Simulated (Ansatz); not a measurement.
Frozen-phonon scan for SiO2 (alpha-quartz type, space group P3_121)

Starting cell, SiO$_{2}$ (alpha-quartz type, space group P3_121):

```
SiO2
1.0
    5.02210     0.00000     0.00000
   -2.51105     4.34927     0.00000
    0.00000     0.00000     5.51028
Si O
3 6
Direct
  0.47672   0.00000   0.33333
  0.00000   0.47672   0.66667
  0.52328   0.52328   0.00000
  0.41453   0.25539   0.20512
  0.74461   0.15915   0.53845
  0.84085   0.58547   0.87179
  0.15915   0.74461   0.46155
  0.25539   0.41453   0.79488
  0.58547   0.84085   0.12821
```

The atoms are displaced by Q × the pattern below (from a DFPT mode at Γ, largest move 1; Q in Å), at fixed cell. It is one choice among 2 degenerate patterns.

| atom | x | y | z |
|---|---|---|---|
| Si1 | 0.000 | -0.588 | -0.121 |
| Si2 | -0.117 | -0.386 | 0.060 |
| Si3 | 0.117 | -0.386 | 0.060 |
| O4 | -0.356 | 0.668 | -0.615 |
| O5 | 0.487 | 0.614 | 0.621 |
| O6 | 0.019 | -0.089 | -0.006 |
| O7 | 0.356 | 0.668 | -0.615 |
| O8 | -0.019 | -0.089 | -0.006 |
| O9 | -0.487 | 0.614 | 0.621 |

All values below come from PBE (plane waves to 420 eV, PAW, scalar-relativistic; Ansatz, a first-principles code). k mesh 8×8×6 (Γ-centred), Fermi-Dirac smearing 0.05 eV. E stands for the smeared free energy. Compression counts positive. SiO2 was relaxed with its symmetry unable to fall. The zero of ΔE is the undisplaced structure.

```
Q (Å)   ΔE (meV/cell)  P (GPa)  −dE/dQ from forces (eV/Å)
------  -------------  -------  -------------------------
-0.180           5975     23.6                     75.315
-0.150           3979     16.1                     58.176
-0.120           2459     10.2                     43.576
-0.090           1345      5.7                     30.971
-0.060            586      2.5                     19.840
-0.030            145      0.6                      9.679
0.000               0      0.0                      0.000
0.030             145      0.6                     -9.679
0.060             586      2.5                    -19.840
0.090            1345      5.7                    -30.971
0.120            2459     10.2                    -43.576
0.150            3979     16.1                    -58.176
0.180            5975     23.6                    -75.315
```

Summary:

- Energy at Q = 0.180 Å = 5975 meV/cell
- Space group of the distorted cell = P1 (No. 1), lowered from P3_121
- Symmetry of the curve = even: the same for both signs
- Shape of the curve = a single well with its minimum at or next to zero displacement
- Harmonic wavenumber from the curvature (finite differences) = 1029 cm⁻¹
- Wavenumber by perturbation theory (DFPT, on another k mesh) = 1029 cm⁻¹

(For displaced atoms, the force is minus the slope of the energy, and its curvature is a force constant, which sets phonon frequencies.)
